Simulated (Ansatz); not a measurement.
# HfO2 with Fe replacing Hf — Fe-57 Mössbauer parameters

Cell: a supercell of HfO2 (fluorite type, Fm-3m) built from a COD entry, with the ions relaxed around the defect (PBE).

```cif
data_Hf7FeO16
_symmetry_space_group_name_H-M 'Fm-3m'
_symmetry_Int_Tables_number 225
_cell_length_a 10.2300
_cell_length_b 10.2300
_cell_length_c 10.2300
_cell_angle_alpha 90.000
_cell_angle_beta 90.000
_cell_angle_gamma 90.000
loop_
_atom_site_label
_atom_site_type_symbol
_atom_site_symmetry_multiplicity
_atom_site_Wyckoff_symbol
_atom_site_fract_x
_atom_site_fract_y
_atom_site_fract_z
Fe Fe 4 a 0.0000 0.0000 0.0000
Hf2 Hf 24 d 0.2500 0.2500 0.0000
Hf8 Hf 4 b 0.5000 0.5000 0.5000
O9 O 32 f 0.1265 0.1265 0.1265
O12 O 32 f 0.6241 0.3759 0.3759
```

One atom of each set is listed; the run and its k-mesh use a cell of 24 atoms with edges of 7.23, 7.23, 7.23 Å.

The numbers come from a DFT calculation in Ansatz (PBE, plane waves and PAW, scalar-relativistic, collinear spin, 420 eV cutoff, Γ-centred 3×3×3 k-points, Fermi–Dirac smearing 0.01 eV, cell charge -1). Start moments as typed (μB): 5 on each Fe, none on the rest. The program fits them to the shells of the files, so those used differ somewhat.

Isomer shifts (against α-Fe) follow from the electron density at the nucleus, δ = α(ρ − ρ₀), with α = -0.366 mm s⁻¹ a₀³ and ρ₀ = 14904.00 a₀⁻³ from a line fitted to 10 measured compounds at this level of theory (rms miss 0.11 mm/s). ΔE_Q = ½eQV_zz(1 + η²/3)^½ with Q = 0.160 b for the 14.4 keV state. B_c is the Fermi-contact field along the atom's own moment; orbital and dipolar fields are not included.

Q: What would the Fe-57 spectrum's parameters be?

A: 

```
site  atoms    first shell  ρ − ρ₀ (a₀⁻³)  δ (mm/s)  ΔE_Q (mm/s)  η  |m| (μB)  B_c (T)
  Fe      1  8 O at 2.24 Å          -2.42      0.89         0.00  –      3.90    -32.4
```



The defect repeats with the cell of 24 atoms, so it feels its images: sites between two images don't show the values beside a lone defect, and zeros or small values of η there can come from the images' arrangement. The relaxation keeps the site symmetry m-3m of the start, so the impurity can't leave its site; a start off the site could end lower. This high-symmetry form of HfO2 is unstable when cold, to shifts of the oxygen columns, towards the tetragonal form. The symmetry of the cell holds that distortion back, wholly or in part, and it would change the field gradients, the more the larger the distortion. A uniform background compensates the cell's charge. The cell keeps the host's lattice, where the PBE pressure is -6 GPa (in a charged cell this depends on the convention for the mean potential). Semilocal functionals underestimate the core's spin polarisation, so contact fields of ionic iron come out too small in magnitude.
